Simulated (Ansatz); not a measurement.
Ge:
```xyz
4
Lattice="-3.4736 3.4736 2.0052 3.4736 -3.4736 2.0052 3.4736 3.4736 -2.0052" Properties=species:S:1:pos:R:3 pbc="T T T"
Ge     1.2416     1.2416     0.0000
Ge     2.2320    -2.2320     2.0052
Ge    -2.2320     2.2320     2.0052
Ge     2.2320     2.2320     2.0052
```

Relaxed with r²SCAN.

Problem. Map the electron localisation function on the plane through (0.179, 0.821, 0.000) spanned by u = [1, 1, 0] and v = [1, -1, 0] in lattice vectors, from r²SCAN (plane waves, PAW; program Ansatz).

Solution. x is the fraction of u, y of v (the angle between them is 90°; rows are the nearest grid lines); atoms in the plane: Ge at (0.00, 0.00), Ge at (0.50, 0.50), Ge at (0.00, 0.64), Ge at (0.50, 0.14).
```
|400246776545677642004|
|112444532111235444211|
|444444321000123444444|
|544332100000001233445|
|111100000000000001111|
|443321100000001123344|
|555443210000012344555|
|223444431101134444322|
|300245775444577542003|
|002468986555689864200|
|334689965444569986433|
|567897531000135798765|
|234565431000134565432|
|001234444444444432100|
|000123445555544321000|
|000001112222211100000|
|000000112222211000000|
|000123445555544321000|
|001234444444444432100|
|223555431000134555322|
|567887530000035788765|
|445699864333468996544|
|113579986545689975311|
|400246776545677642004|
```
Scale: ten equal steps from 0.007 (start of '0') to 0.785 (end of '9'), in the order '0123456789'; x runs from 0.000 to 1.00, y from 0.000 (bottom) to 1.00 (top).

The density is the valence pseudo-density with augmentation charge, so density and ELF within about 1 Å of a nucleus are not all-electron values.

Space group I4/mmm. The start of the workflow was typed in or built on a structure type; neither database checked (COD, Materials Project) lists it. It is not the phase usual at ambient conditions (space group No. 227). Symmetry was held in the r²SCAN relaxation; its stability against distortions is not shown here. The volume moved by 28 % from the start of the relaxation.

Potentials: the later of the program's two PAW sets.
